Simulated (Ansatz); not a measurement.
A plane-wave DFT run in Ansatz 0.2.0 (scalar-relativistic PAW potentials unless the input names others): input and command.

```yaml
crystal:
  lattice:
    - [0.0, 1.9488857157, 3.9879314476]
    - [1.1251676816, 0.0, 3.9879314476]
    - [1.1251676816, 1.9488857157, 0.0]
  atoms:
    - { symbol: C, position: [0.16667, 0.83333, 0.16667] }
    - { symbol: C, position: [0.83333, 0.16667, 0.83333] }
kpoints:
  mp_grid: { grid: [14, 14, 14] }
hamiltonian:
  xc: lda
scf:
  occupations: { method: gaussian, width: 0.05 }
  convergence: { dr2_threshold: 0.0001 }
  initial_density: { chi_scale: 0.3 }
output:
  forces: true
  eigenvalues: true
  stress: true
```

```bash
ansatz run input.yaml --threads 1 --pin off --max-ram 1228MiB --backend cpu --events-out ev --progress --plain --runs-dir out
```

Abridged log:
```
Warning: scf.convergence.dr2_threshold = 1e-4 eV is looser than this run's default, which is 1e-7 eV or tighter. The error in the forces grows as the threshold's square root, so leave the key out unless less accurate forces are enough
Warning: output.stress: scf.convergence.dr2_threshold = 1e-4 eV is looser than the 2e-10 eV advised for a printed stress (1e-10 eV for each atom of the cell: 2). ...
Pseudopotentials: kind: paw
Pseudopotential: C, paw, valence charge 4, recommended cutoff 420 eV (normal)
Functional definition: SPW92
Crystal: 2 atoms, lattice volume = 17.490 Å³
Basis set: ecut = 420 eV, 349 PW (Γ)
Bands: 8, of which v1, the nominal top of the filled ones, is band 4 counted from 1 (3 counted from 0)
Symmetry: 8 space group operations
Space group: Fmmm (ITA 69), of the structure as read, at distance tolerance 2.6e-5 Å
k-points: 428 of 2744
Initial density: superposition of atomic densities (chi_scale 0.3, normalization cell)
Initial wavefunctions: pseudopotential atomic-orbital guess
Functional: x = slater, c = lda
SCF iter   1: F=—  HF=-487.318082 eV  |F-HF|=—  |Δ(HF+E_count)|=         —  Δρ=1.85e-1  dr2=5.49e0  ethr=3.10e-3  ⟨swp⟩=6.0  Hψ=25161  notcnv=0
SCF iter   2: F=—  HF=-484.963552 eV  |F-HF|=—  |Δ(HF+E_count)|=    2.35e0  Δρ=5.75e-2  dr2=3.71e-1  ethr=3.10e-3  ⟨swp⟩=3.0  Hψ=11723  notcnv=0
SCF iter   3: F=—  HF=-484.845354 eV  |F-HF|=—  |Δ(HF+E_count)|=   1.18e-1  Δρ=1.02e-2  dr2=5.21e-3  ethr=3.10e-3  ⟨swp⟩=2.9  Hψ=9329  notcnv=0
SCF iter   4: F=—  HF=-484.847353 eV  |F-HF|=—  |Δ(HF+E_count)|=   2.00e-3  Δρ=8.94e-4  dr2=2.72e-4  ethr=6.51e-5  ⟨swp⟩=2.5  Hψ=6735  notcnv=0
SCF iter   5: F=—  HF=-484.847234 eV  |F-HF|=—  |Δ(HF+E_count)|=   1.19e-4  Δρ=1.14e-4  dr2=4.29e-6  ethr=3.40e-6  ⟨swp⟩=2.6  Hψ=5098  notcnv=0
SCF iter   6: F=-484.847233 eV  HF=-484.847233 eV  |F-HF|=4.53e-10  |Δ(HF+E_count)|=   1.03e-6  Δρ=7.20e-6  dr2=4.71e-9  ethr=5.36e-8  ⟨swp⟩=6.0  Hψ=20279  notcnv=0
SCF 1 converged in 6 iterations: F = -484.847233 eV  dr2 = 4.71e-9
SCF converged after 6 iterations
Free energy (F): -484.847233 eV
Harris-Foulkes:  -484.847233 eV  (|F-HF|=4.53e-10)
Internal energy: -484.847233 eV  (E = F + TS)
E sigma→0 (E₀):  -484.847233 eV
Fermi energy:    6.955190 eV
--- Forces (eV/Å), atoms counted from 1 ---
  atom   1  C      0.00000000     0.00043143     0.00000000
  atom   2  C      0.00000000    -0.00043143     0.00000000
--- Stress (GPa, compression-positive) ---
      128.354704       0.000000       0.000000
        0.000000     128.327483       0.000000
        0.000000       0.000000      -1.277479
  P = ⅓ Tr σ = 85.1349 GPa (851.349 kbar)
```

Apart from outputs and empty bands, the input differs from a reference run on usual settings in scf.convergence.dr2_threshold: not typed → 0.0001; scf.initial_density.chi_scale: not typed → 0.3; basis.ecutwfc: 420 → not typed. The reference, at the same geometry (not necessarily relaxed), gave pressure 85.13 GPa, largest force 0.000 eV/Å, gap on the mesh 1.24 eV. This run converged in 6 SCF iterations (reference: 6) with an energy at zero smearing within 0.01 meV/atom of the reference's, pressure 85.13 GPa, largest force 0.000 eV/Å, gap on the mesh 1.24 eV.

The SCF went on to a residual of 4.7e-09 eV, far under the typed threshold, which therefore didn't bind.

Time: 9 s on 1 thread of Arm Neoverse N1, with other jobs on the host, peak memory 0.31 GiB.